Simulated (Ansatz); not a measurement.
A relaxation computed with Ansatz, from input to last step.

```yaml
crystal:
  lattice:
    - [0.0, 5.680071333, -5.2932332491]
    - [4.9190860697, -2.8400356665, -5.2932332491]
    - [-4.9190860697, -2.8400356665, -5.2932332491]
  atoms:
    - { symbol: Zn, position: [0.9310954556, 0.2624224888, 0.2625592978] }
    - { symbol: Zn, position: [0.27892057, 0.9461273301, 0.2763774757] }
    - { symbol: Zn, position: [0.9439428034, 0.6120685386, 0.9456445482] }
    - { symbol: Zn, position: [0.6130650347, 0.6119887168, 0.2764099071] }
    - { symbol: Zn, position: [0.279047507, 0.2769752096, 0.9455858916] }
    - { symbol: Zn, position: [0.9438892262, 0.9460282055, 0.6114353061] }
    - { symbol: Zn, position: [0.6113537996, 0.9443492812, 0.9438248206] }
    - { symbol: Zn, position: [0.2777890065, 0.6108536459, 0.6103562116] }
    - { symbol: Zn, position: [0.6130340416, 0.2768798363, 0.6114368144] }
    - { symbol: Zn, position: [0.2203862319, 0.2222284864, 0.5529883644] }
    - { symbol: Zn, position: [0.5562263856, 0.8892622511, 0.5537356127] }
    - { symbol: Zn, position: [0.2204857735, 0.5534053536, 0.2218303989] }
    - { symbol: Zn, position: [0.8892434645, 0.5534518819, 0.5528993112] }
    - { symbol: Zn, position: [0.5808253961, 0.2173906355, 0.2172013502] }
    - { symbol: Zn, position: [0.2212172893, 0.8893009827, 0.8888828605] }
    - { symbol: Zn, position: [0.8875895816, 0.9151576477, 0.2155474897] }
    - { symbol: Zn, position: [0.5562838179, 0.5542449613, 0.8887947658] }
    - { symbol: Zn, position: [0.8847004593, 0.2179223292, 0.9102247731] }
    - { symbol: O, position: [0.147925887, 0.8199022875, 0.1520166582] }
    - { symbol: O, position: [0.8194504315, 0.4810421856, 0.8194667145] }
    - { symbol: O, position: [0.4870287938, 0.4808414093, 0.1519580533] }
    - { symbol: O, position: [0.1479802246, 0.1524402049, 0.819519795] }
    - { symbol: O, position: [0.8193841679, 0.8199315384, 0.4804836809] }
    - { symbol: O, position: [0.4850935401, 0.8181143709, 0.8176361165] }
    - { symbol: O, position: [0.1517731095, 0.4847573296, 0.4843473824] }
    - { symbol: O, position: [0.4868732629, 0.1524088363, 0.4805059823] }
    - { symbol: O, position: [0.0917410431, 0.0980308148, 0.4242874458] }
    - { symbol: O, position: [0.4294362799, 0.7624839835, 0.4280420136] }
    - { symbol: O, position: [0.0917726468, 0.4247525997, 0.0975626487] }
    - { symbol: O, position: [0.7650050668, 0.424753349, 0.4242486582] }
    - { symbol: O, position: [0.4347594859, 0.0981704154, 0.0976488607] }
    - { symbol: O, position: [0.0955724333, 0.7625282061, 0.7620158521] }
    - { symbol: O, position: [0.765122771, 0.7677923808, 0.0976936743] }
    - { symbol: O, position: [0.4295074325, 0.428581721, 0.7619507597] }
    - { symbol: O, position: [0.7651337363, 0.0981532142, 0.7672000872] }
  host:
    lattice:
      - [3.2793907131, 0.0, 0.0]
      - [-1.6396953566, 2.8400356665, 0.0]
      - [0.0, 0.0, 5.2932332491]
    atoms:
      - { symbol: Zn, position: [0.6666666667, 0.3333333333, 0.5006044158] }
      - { symbol: Zn, position: [0.3333333333, 0.6666666667, 0.0006044158] }
      - { symbol: O, position: [0.6666666667, 0.3333333333, 0.8797055842] }
      - { symbol: O, position: [0.3333333333, 0.6666666667, 0.3797055842] }
total_charge: 2
basis:
  ecutwfc: 420
  xc_grid: 2
kpoints:
  mp_grid: { grid: [2, 2, 2], shift: [0.5, 0.5, 0.5] }
hamiltonian:
  xc: pbe
scf:
  occupations: { method: gaussian, width: 0.01 }
output:
  forces: true
  stress: false
  eigenvalues: true
  charged_corrections:
    defect_position: [0.81787592, 0.15120925, 0.15120925]
    epsilon: [[10.5524, 0.0, 0.0], [0.0, 10.5524, 0.0], [0.0, 0.0, 11.5879]]
  write_density: true
  write_potential: true
  elf: true
  volumetric_format: npy
relax:
  adjacent_minimum: "off"
  f_tol: 0.025
  max_steps: 45
```

```bash
ansatz run input.yaml --threads 4 --pin off --max-ram 8192MiB --backend cpu --events-out ev --progress --plain --runs-dir out
```

These are results of DFT PBE, scalar-relativistic, plane waves, PAW (Ansatz), not measurements.

The cell holds a point defect: O vacancy (site b), charge +2.

Of 7 frames 6 are shown, positions in Å and forces in eV/Å; the SCF threshold varies from step to step.

```xyz
35
Lattice="0.0000 5.6801 -5.2932 4.9191 -2.8400 -5.2932 -4.9191 -2.8400 -5.2932" Properties=species:S:1:pos:R:3:forces:R:3 pbc="T T T" step=1 free_energy_over_end_meV_per_atom=65.97
Zn   -0.0007    3.7977   -7.7074    0.0375   -0.0574   -1.5112
Zn    3.2946   -1.8877   -7.9474   -0.1468    0.1615   -0.1303
Zn   -1.6409    0.9377  -13.2418    0.1750    0.0371   -0.1011
Zn    1.6507    0.9592   -7.9476    0.0545   -0.1738   -0.1174
Zn   -3.2890   -1.8871   -7.9484    0.1387    0.1304   -0.1071
Zn    1.6459    0.9381  -13.2402   -0.1964    0.0606   -0.0712
Zn    0.0026   -1.8899  -13.2306   -0.0285   -0.0013    0.2165
Zn    0.0024   -1.8904   -7.9346    0.0013    0.0048   -0.1040
Zn   -1.6457    0.9592   -7.9470   -0.0241   -0.1908   -0.0893
Zn   -1.6270   -0.9498   -5.2700    0.1126   -0.0470   -0.0744
Zn    1.6505   -0.9388  -10.5824   -0.2120   -0.1035    0.0657
Zn    1.6310   -0.9493   -5.2706   -0.1232   -0.0473   -0.0500
Zn    0.0027    1.9089  -10.5631    0.0258    0.1129   -0.0562
Zn    0.0009    2.0649   -5.3748    0.0010   -1.3867    0.5757
Zn    0.0021   -3.7936  -10.5833    0.0126    0.2761    0.0752
Zn    3.4414    1.8303  -10.6833   -1.2849    0.5452    0.6773
Zn   -1.6457   -0.9386  -10.5829    0.2145   -0.1316    0.0639
Zn   -3.4055    1.8212  -10.6545    1.1456    0.6592    0.5050
O     3.2854   -1.9201   -5.9276    0.2012   -0.2590   -0.0503
O    -1.6647    0.9610  -11.2214   -0.3547   -0.0018   -0.0164
O     1.6178    0.9692   -5.9275   -0.1826    0.3256   -0.0197
O    -3.2814   -1.9199   -5.9281   -0.1815   -0.3042   -0.0156
O     1.6698    0.9609  -11.2206    0.4248    0.0206   -0.0254
O     0.0024   -1.8902  -11.2261    0.0013   -0.0058   -0.0029
O     0.0020   -1.8902   -5.9331    0.0005    0.0011    0.1269
O    -1.6139    0.9680   -5.9273    0.1808    0.3269   -0.0232
O    -1.6049   -0.9623   -3.2504    0.2426   -0.1391    0.4206
O     1.6451   -0.9419   -8.5748    0.0439    0.0146    0.0540
O     1.6095   -0.9621   -3.2505   -0.2581   -0.1438    0.4173
O     0.0025    1.9341   -8.5433   -0.0102    0.3224    0.4320
O     0.0026    1.9133   -3.3378    0.0010    0.1259   -0.3787
O     0.0025   -3.7869   -8.5757    0.0012   -0.0502    0.0411
O     3.2963    1.8879   -8.6312    0.1277   -0.0495   -0.4301
O    -1.6399   -0.9415   -8.5752   -0.0440    0.0247    0.0472
O    -3.2911    1.8884   -8.6305   -0.0972   -0.0569   -0.3441
35
Lattice="0.0000 5.6801 -5.2932 4.9191 -2.8400 -5.2932 -4.9191 -2.8400 -5.2932" Properties=species:S:1:pos:R:3:forces:R:3 pbc="T T T" step=2 free_energy_over_end_meV_per_atom=44.60
Zn   -0.0005    3.7950   -7.8245    0.0247   -0.0384   -1.6222
Zn    3.2836   -1.8757   -7.9539   -0.2038    0.1847   -0.0503
Zn   -1.6272    0.9412  -13.2469    0.2455    0.0827   -0.0370
Zn    1.6555    0.9460   -7.9544    0.0534   -0.2540   -0.0462
Zn   -3.2782   -1.8770   -7.9538    0.2013    0.1707   -0.0393
Zn    1.6308    0.9426  -13.2448   -0.2579    0.0876   -0.0337
Zn    0.0026   -1.8896  -13.2226   -0.0068    0.0013    0.2566
Zn    0.0022   -1.8901   -7.9293    0.0000    0.0008   -0.1145
Zn   -1.6484    0.9448   -7.9519   -0.0440   -0.2621   -0.0399
Zn   -1.6241   -0.9504   -5.2692    0.0753   -0.0396   -0.1372
Zn    1.6349   -0.9470  -10.5778   -0.2004   -0.1092    0.1130
Zn    1.6283   -0.9498   -5.2693   -0.0805   -0.0378   -0.1263
Zn    0.0048    1.9119  -10.5616    0.0076    0.0817   -0.1300
Zn    0.0015    1.9347   -5.3338    0.0069   -1.4430    0.5716
Zn    0.0024   -3.7744  -10.5788    0.0059    0.2403    0.1170
Zn    3.3256    1.8870  -10.6377   -1.3123    0.6274    0.6439
Zn   -1.6298   -0.9470  -10.5790    0.1983   -0.1148    0.1133
Zn   -3.2968    1.8844  -10.6173    1.2071    0.6970    0.5216
O     3.2869   -1.8919   -5.9369    0.1921   -0.4646    0.0073
O    -1.6401    0.9467  -11.2301   -0.5177    0.1000    0.0313
O     1.6441    0.9566   -5.9379   -0.3617    0.4099    0.0386
O    -3.2827   -1.8909   -5.9370   -0.1720   -0.5007    0.0336
O     1.6465    0.9448  -11.2300    0.5783    0.1334    0.0398
O     0.0027   -1.8896  -11.2287   -0.0008   -0.0052   -0.0669
O     0.0024   -1.8900   -5.9268    0.0001    0.0021    0.2366
O    -1.6397    0.9556   -5.9364    0.3629    0.4121    0.0341
O    -1.6235   -0.9512   -3.2491    0.3994   -0.2282    0.4449
O     1.6369   -0.9456   -8.5762    0.1204    0.0620    0.0218
O     1.6269   -0.9521   -3.2493   -0.4083   -0.2309    0.4402
O     0.0026    1.9137   -8.5419   -0.0048    0.4948    0.4504
O     0.0032    1.9114   -3.3209   -0.0033    0.1432   -0.5696
O     0.0018   -3.7779   -8.5771    0.0037   -0.1353    0.0166
O     3.2956    1.8894   -8.6151    0.1305   -0.0670   -0.6105
O    -1.6323   -0.9458   -8.5771   -0.1179    0.0677    0.0207
O    -3.2884    1.8899   -8.6140   -0.1212   -0.0687   -0.5294
35
Lattice="0.0000 5.6801 -5.2932 4.9191 -2.8400 -5.2932 -4.9191 -2.8400 -5.2932" Properties=species:S:1:pos:R:3:forces:R:3 pbc="T T T" step=3 free_energy_over_end_meV_per_atom=17.30
Zn    0.0003    3.7914   -8.0072    0.0028    0.0025   -1.0736
Zn    3.2706   -1.8608   -7.9613   -0.0758    0.0304    0.1022
Zn   -1.6101    0.9453  -13.2528    0.0794    0.0597    0.0883
Zn    1.6613    0.9298   -7.9622   -0.0076   -0.0957    0.0970
Zn   -3.2651   -1.8644   -7.9599    0.0788    0.0421    0.0940
Zn    1.6124    0.9478  -13.2499   -0.0745    0.0439    0.0657
Zn    0.0025   -1.8893  -13.2167    0.0158   -0.0005    0.0856
Zn    0.0020   -1.8899   -7.9251   -0.0022   -0.0036   -0.0603
Zn   -1.6524    0.9271   -7.9574   -0.0090   -0.0902    0.0766
Zn   -1.6175   -0.9531   -5.2706   -0.1686    0.0858   -0.1383
Zn    1.6199   -0.9549  -10.5670   -0.0723   -0.0493    0.0086
Zn    1.6221   -0.9520   -5.2700    0.1760    0.0826   -0.1496
Zn    0.0069    1.9190  -10.5621   -0.0151   -0.1840   -0.1489
Zn    0.0025    1.7496   -5.2722    0.0094   -0.9213    0.2857
Zn    0.0029   -3.7555  -10.5683   -0.0056    0.0627    0.0100
Zn    3.1606    1.9695  -10.5697   -0.8113    0.4727    0.2955
Zn   -1.6144   -0.9552  -10.5689    0.0651   -0.0342    0.0154
Zn   -3.1420    1.9744  -10.5609    0.7771    0.4548    0.2710
O     3.2928   -1.8722   -5.9455    0.0483   -0.3780    0.0703
O    -1.6257    0.9337  -11.2375   -0.3415    0.1446    0.0664
O     1.6635    0.9522   -5.9467   -0.3182    0.2336    0.0766
O    -3.2878   -1.8718   -5.9447   -0.0389   -0.3770    0.0701
O     1.6350    0.9314  -11.2376    0.3621    0.1637    0.0816
O     0.0030   -1.8890  -11.2343    0.0005    0.0057   -0.0746
O     0.0027   -1.8899   -5.9154    0.0005    0.0014    0.1474
O    -1.6585    0.9514   -5.9439    0.3213    0.2346    0.0762
O    -1.6343   -0.9446   -3.2422    0.2539   -0.1433    0.2129
O     1.6312   -0.9481   -8.5760    0.0634    0.0430   -0.0077
O     1.6366   -0.9465   -3.2426   -0.2492   -0.1429    0.2129
O     0.0025    1.9031   -8.5348    0.0059    0.2908    0.2112
O     0.0038    1.9116   -3.3151   -0.0052    0.0826   -0.3665
O     0.0013   -3.7719   -8.5770    0.0028   -0.0705    0.0024
O     3.2967    1.8898   -8.6111    0.0640   -0.0437   -0.3636
O    -1.6275   -0.9485   -8.5772   -0.0596    0.0363   -0.0011
O    -3.2876    1.8903   -8.6073   -0.0727   -0.0394   -0.3396
35
Lattice="0.0000 5.6801 -5.2932 4.9191 -2.8400 -5.2932 -4.9191 -2.8400 -5.2932" Properties=species:S:1:pos:R:3:forces:R:3 pbc="T T T" step=5 free_energy_over_end_meV_per_atom=1.18
Zn    0.0025    3.7914   -8.4072    0.0048   -0.0086   -0.1329
Zn    3.2643   -1.8805   -7.9215    0.0396   -0.0410   -0.1775
Zn   -1.6197    0.9630  -13.2148   -0.0670   -0.0206   -0.1707
Zn    1.6416    0.9304   -7.9215   -0.0220    0.0635   -0.1756
Zn   -3.2580   -1.8803   -7.9214   -0.0439   -0.0488   -0.1723
Zn    1.6255    0.9618  -13.2173    0.0647   -0.0087   -0.1390
Zn    0.0040   -1.8891  -13.2379   -0.0094   -0.0012    0.0202
Zn    0.0026   -1.8895   -7.9509    0.0060    0.0060    0.2776
Zn   -1.6362    0.9303   -7.9228    0.0345    0.0633   -0.1509
Zn   -1.7058   -0.9038   -5.3505    0.3176   -0.1605    0.1410
Zn    1.6211   -0.9555  -10.5514   -0.0892   -0.0448    0.0508
Zn    1.7128   -0.9031   -5.3523   -0.3232   -0.1736    0.1547
Zn    0.0020    1.8186  -10.6455    0.0265    0.3533    0.1547
Zn    0.0041    1.4891   -5.1527   -0.0117    0.1112    0.0991
Zn    0.0028   -3.7586  -10.5515    0.0035    0.1241    0.0528
Zn    2.9294    2.1030  -10.4458    0.0870   -0.0770    0.1036
Zn   -1.6152   -0.9545  -10.5510    0.1007   -0.0618    0.0499
Zn   -2.9226    2.1015  -10.4464   -0.0999   -0.0583    0.1023
O     3.3178   -1.8851   -5.9421    0.0237   -0.0251    0.0279
O    -1.6506    0.9187  -11.2349   -0.0392   -0.0067    0.0276
O     1.6640    0.9792   -5.9417   -0.0089    0.0292    0.0313
O    -3.3113   -1.8856   -5.9415   -0.0230   -0.0285    0.0290
O     1.6579    0.9191  -11.2351    0.0240   -0.0016    0.0240
O     0.0032   -1.8892  -11.2389   -0.0033   -0.0039    0.0118
O     0.0032   -1.8891   -5.8790    0.0003    0.0015    0.0452
O    -1.6568    0.9792   -5.9415    0.0116    0.0225    0.0266
O    -1.6543   -0.9321   -3.2911   -0.0393    0.0215   -0.0930
O     1.6411   -0.9434   -8.5602    0.0153    0.0052    0.0018
O     1.6599   -0.9325   -3.2914    0.0420    0.0248   -0.0931
O     0.0031    1.8777   -8.5842   -0.0027   -0.0454   -0.0951
O     0.0033    1.8983   -3.2799    0.0003   -0.0403   -0.0045
O     0.0028   -3.7807   -8.5605   -0.0002   -0.0172   -0.0039
O     3.2835    1.8974   -8.5730   -0.0334    0.0219   -0.0063
O    -1.6353   -0.9435   -8.5602   -0.0161    0.0065   -0.0025
O    -3.2766    1.8972   -8.5734    0.0304    0.0192   -0.0137
35
Lattice="0.0000 5.6801 -5.2932 4.9191 -2.8400 -5.2932 -4.9191 -2.8400 -5.2932" Properties=species:S:1:pos:R:3:forces:R:3 pbc="T T T" step=6 free_energy_over_end_meV_per_atom=0.03
Zn    0.0031    3.7909   -8.4224    0.0004    0.0013   -0.0134
Zn    3.2680   -1.8832   -7.9355    0.0063    0.0100   -0.0039
Zn   -1.6243    0.9605  -13.2287    0.0069   -0.0091   -0.0048
Zn    1.6406    0.9353   -7.9355    0.0120    0.0002   -0.0041
Zn   -3.2617   -1.8834   -7.9353   -0.0050    0.0102   -0.0045
Zn    1.6305    0.9606  -13.2285   -0.0074   -0.0098   -0.0051
Zn    0.0034   -1.8890  -13.2312    0.0004    0.0000    0.0264
Zn    0.0028   -1.8893   -7.9041   -0.0007   -0.0010   -0.0373
Zn   -1.6343    0.9353   -7.9351   -0.0125   -0.0011   -0.0054
Zn   -1.6822   -0.9159   -5.3434   -0.0112    0.0037    0.0063
Zn    1.6124   -0.9601  -10.5420   -0.0053   -0.0025    0.0059
Zn    1.6885   -0.9162   -5.3442    0.0092    0.0046    0.0087
Zn    0.0035    1.8448  -10.6370   -0.0020   -0.0114    0.0083
Zn    0.0032    1.5226   -5.1585    0.0002   -0.0022   -0.0029
Zn    0.0031   -3.7476  -10.5429    0.0013    0.0059    0.0087
Zn    2.9578    2.0849  -10.4516   -0.0012    0.0025   -0.0056
Zn   -1.6062   -0.9599  -10.5427    0.0060   -0.0027    0.0076
Zn   -2.9513    2.0850  -10.4518    0.0013    0.0015   -0.0018
O     3.3170   -1.8873   -5.9408   -0.0135   -0.0121   -0.0010
O    -1.6518    0.9204  -11.2340   -0.0033    0.0128   -0.0016
O     1.6618    0.9796   -5.9408   -0.0165   -0.0042   -0.0015
O    -3.3103   -1.8874   -5.9406    0.0106   -0.0090   -0.0019
O     1.6584    0.9200  -11.2338    0.0045    0.0155   -0.0016
O     0.0033   -1.8891  -11.2378   -0.0015   -0.0002   -0.0042
O     0.0028   -1.8894   -5.8692    0.0024    0.0022    0.0678
O    -1.6556    0.9796   -5.9403    0.0173   -0.0041   -0.0019
O    -1.6560   -0.9313   -3.3003    0.0409   -0.0227   -0.0311
O     1.6360   -0.9464   -8.5509    0.0063    0.0041    0.0002
O     1.6622   -0.9313   -3.3006   -0.0404   -0.0236   -0.0320
O     0.0030    1.8752   -8.5935    0.0011    0.0450   -0.0320
O     0.0033    1.9011   -3.2828   -0.0014   -0.0080    0.0173
O     0.0030   -3.7750   -8.5515    0.0007   -0.0062    0.0014
O     3.2856    1.8958   -8.5761   -0.0073    0.0031    0.0191
O    -1.6302   -0.9462   -8.5514   -0.0044    0.0038    0.0014
O    -3.2790    1.8959   -8.5761    0.0057    0.0035    0.0179
35
Lattice="0.0000 5.6801 -5.2932 4.9191 -2.8400 -5.2932 -4.9191 -2.8400 -5.2932" Properties=species:S:1:pos:R:3:forces:R:3 pbc="T T T" step=7 free_energy_over_end_meV_per_atom=0.00
Zn    0.0032    3.7909   -8.4398   -0.0002    0.0000    0.0076
Zn    3.2697   -1.8849   -7.9370   -0.0028   -0.0002    0.0014
Zn   -1.6263    0.9598  -13.2302    0.0006    0.0025    0.0010
Zn    1.6402    0.9376   -7.9370   -0.0020   -0.0021    0.0014
Zn   -3.2633   -1.8848   -7.9369    0.0026   -0.0007    0.0011
Zn    1.6326    0.9598  -13.2301   -0.0007    0.0030    0.0017
Zn    0.0032   -1.8891  -13.2175   -0.0002    0.0000   -0.0146
Zn    0.0032   -1.8892   -7.9030   -0.0002   -0.0002   -0.0112
Zn   -1.6340    0.9375   -7.9369    0.0028   -0.0019    0.0015
Zn   -1.6861   -0.9140   -5.3482    0.0055   -0.0015   -0.0009
Zn    1.6155   -0.9584  -10.5394   -0.0072   -0.0041   -0.0027
Zn    1.6926   -0.9138   -5.3484   -0.0058   -0.0026   -0.0005
Zn    0.0030    1.8402  -10.6415    0.0011    0.0056   -0.0005
Zn    0.0032    1.5240   -5.1546   -0.0002    0.0015   -0.0038
Zn    0.0032   -3.7509  -10.5393    0.0000    0.0090   -0.0027
Zn    2.9590    2.0845  -10.4481    0.0014   -0.0019   -0.0022
Zn   -1.6092   -0.9584  -10.5395    0.0077   -0.0042   -0.0025
Zn   -2.9527    2.0844  -10.4481   -0.0016   -0.0015   -0.0024
O     3.3176   -1.8903   -5.9425    0.0005   -0.0001    0.0072
O    -1.6551    0.9212  -11.2356   -0.0010   -0.0012    0.0073
O     1.6592    0.9818   -5.9425    0.0010    0.0004    0.0076
O    -3.3112   -1.8903   -5.9424   -0.0012   -0.0003    0.0073
O     1.6614    0.9212  -11.2356    0.0003   -0.0007    0.0074
O     0.0032   -1.8892  -11.2292   -0.0001    0.0004    0.0087
O     0.0032   -1.8893   -5.8620    0.0003    0.0005    0.0192
O    -1.6529    0.9817   -5.9424   -0.0010    0.0003    0.0076
O    -1.6554   -0.9317   -3.3071    0.0085   -0.0046   -0.0129
O     1.6366   -0.9461   -8.5487    0.0076    0.0044    0.0002
O     1.6617   -0.9316   -3.3071   -0.0081   -0.0046   -0.0131
O     0.0030    1.8758   -8.6003    0.0003    0.0092   -0.0133
O     0.0032    1.9037   -3.2786   -0.0002   -0.0140   -0.0019
O     0.0031   -3.7753   -8.5487    0.0003   -0.0084    0.0004
O     3.2879    1.8945   -8.5720   -0.0122    0.0071   -0.0020
O    -1.6303   -0.9461   -8.5488   -0.0072    0.0044    0.0007
O    -3.2815    1.8945   -8.5720    0.0115    0.0067   -0.0021
```

It took 3.4 min on 4 threads of Arm Neoverse V1 (shared host), peak memory 1.8 GiB.